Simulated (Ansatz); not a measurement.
**TaZn2B5: reading a single point**

```
B Zn Ta
1.0
     0.00000    6.02109    0.00000
     6.02109    0.00000    0.00000
     3.01054    3.01054   -5.18188
B Zn Ta
10 4 2
Direct
  0.31538 0.81538 0.70294
  0.81538 0.98168 0.70294
  0.98168 0.48168 0.70294
  0.48168 0.31538 0.70294
  0.18462 0.01832 0.29706
  0.68462 0.18462 0.29706
  0.51832 0.68462 0.29706
  0.01832 0.51832 0.29706
  0.00000 0.00000 0.00000
  0.50000 0.50000 0.00000
  0.62383 0.12383 0.00000
  0.12383 0.37617 0.00000
  0.37617 0.87617 0.00000
  0.87617 0.62383 0.00000
  0.25000 0.25000 0.50000
  0.75000 0.75000 0.50000
```

The numbers come from plane-wave PAW DFT (Ansatz): r2SCAN, no spin polarisation, 500 eV, 7×7×7 Γ-centred k points, fermi-dirac occupations (width 0.1 eV). Nothing was relaxed.

Question: Which atom feels the largest force, and which way?

Answer: The largest is on Zn13 (and as large on other atoms): 3.19 eV/Å, components (-2.26, -2.26, 0.00). It makes 180° with the line to a nearest neighbour, Zn11 at 2.11 Å, pointing away from it.

Question: Is the cell too large or too small?

Answer: The pressure is -11.2 GPa (compression positive), so with the atoms held at these fractions the cell would first shrink; the forces are large, so a full relaxation may end otherwise. The principal stresses -27.6, -2.9, -2.9 GPa differ, so its shape would change too.

Question: How is the charge shared?

Answer: Bader charges in e: Ta +1.47, Zn +0.46, B -0.48. In the mean Ta gives up most and B takes most.

Question: Is there a gap?

Answer: It is a metal, with about 7.9 states/eV a cell as the mean within 0.25 eV of the Fermi level, mostly B p (56 %), Ta d (24 %) and B s (13 %).

Origin: a known structure type with other elements, at an estimated volume, so it need not be a known compound. Caveats: atoms or cell far from equilibrium.
